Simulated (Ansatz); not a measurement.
ScAg (CsCl type, Pm-3m), plane-wave PAW PBE (Ansatz code), all energies at zero smearing, with the estimated change up to a 700 eV cutoff added, with one set of potentials and settings (totals compare only within such a set). Cell of 2 atoms (1 Sc, 1 Ag): -9727.014 eV.

```
element                reference phase  E (eV/atom)
-------  -----------------------------  -----------
Sc       P6_3/mmc, 2 atoms in the cell   -2135.8109
Ag           R-3m, 3 atoms in the cell   -7590.6139
```

Formation energy per atom, worked out: (-9727.014 − 1×(-2135.8109) − 1×(-7590.6139))/2 = -0.294 eV/atom (-28 kJ per mol of atoms), at 0 K, without zero-point energy or fitted corrections.

The cell is a constructed one: a structure type filled with these elements; the Crystallography Open Database files this formula in space group No. 221, but the cells were not matched. Whether it is the stable phase at ambient conditions was not checked. Symmetry was held in the PBE relaxation; whether a distortion lowers the energy is not shown. The run is not spin-polarised. The references are the lowest solids computed at this level, not always the standard phases.

Potentials: the earlier of the program's two PAW sets.
